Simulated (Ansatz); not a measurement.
A distorted cell of AuSb2 (space group Pa-3):

```xyz
12
Lattice="6.5842 0.0000 0.0000 0.0000 6.5842 0.0000 0.0000 0.0000 6.5842" Properties=species:S:1:pos:R:3 pbc="T T T"
Sb     2.4656     0.8265     5.7577
Sb     4.1185     5.7577     0.8265
Sb     0.8265     5.7577     2.4656
Sb     5.7577     0.8265     4.1185
Sb     5.7577     2.4656     0.8265
Sb     0.8265     4.1185     5.7577
Sb     4.1185     4.1185     4.1185
Sb     2.4656     2.4656     2.4656
Au     0.0000     3.2921     3.2921
Au     3.2921     3.2921     0.0000
Au     3.2921     0.0000     3.2921
Au     0.0000     0.0000     0.0000
```

Calculation: PBEsol (plane waves to 420 eV, PAW, scalar-relativistic; Ansatz, a quantum-chemistry and plane-wave program). k mesh 6×6×6 (Γ-centred), Fermi-Dirac smearing 0.05 eV. The energy includes the smearing's −TS. Stress and pressure are positive under compression. AuSb2 was relaxed with its symmetry unable to fall. Spin-orbit coupling is left out, though Au and Sb are heavy.

Q: Give the stress tensor in GPa and the pressure.

A: 
```
    3.9      0.0      0.0
    0.0      3.9      0.0
    0.0      0.0      3.9
```
The pressure, a third of the trace, is 3.9 GPa.

Q: It is the relaxed cell scaled evenly to V/V₀ = 0.960, atoms relaxed where free. What is its energy relative to the relaxed cell?

A: 12 meV/atom.

(A scan under strain: stresses follow from slopes of the energy per volume, elastic moduli from its curvatures.)
